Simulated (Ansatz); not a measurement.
Polymorphs of AgW, each relaxed with DFT-r²SCAN in the program Ansatz with PAW potentials:

A: rock salt (Fm-3m)
a = 5.3010 Å, b = 5.3010 Å, c = 5.3010 Å, α = 90.00°, β = 90.00°, γ = 90.00°

```tsv
atom	site	symmetry	x	y	z
Ag	4a	m-3m	0.0000	0.0000	0.0000
W	4b	m-3m	0.5000	0.5000	0.5000
```

B: Cmcm
a = 2.703 Å, b = 11.040 Å, c = 4.478 Å, α = β = γ = 90.00°

```tsv
atom	site	symmetry	x	y	z
Ag	4c	m2m	0.0000	0.3142	0.2500
W	4c	m2m	0.0000	0.0583	0.2500
```

Task: Rank these by energy per atom at 0 K (lowest first), as r²SCAN gives it.

Result: B (+0 meV/atom), A (+1395 meV/atom)

Typed or built starts, not in the databases checked: A; B. Unstable at this level: A. All cells were relaxed under the symmetry of their starts (and spin orders); stability against distortions was not tested throughout. Rows with no word on spin ran without spin polarisation. Spin–orbit coupling is left out wherever it is not named.

Energies hold the estimated change up to a 700 eV cutoff; steps of a few meV lie near the error of the meshes.

Potentials: the later of the program's two PAW sets.
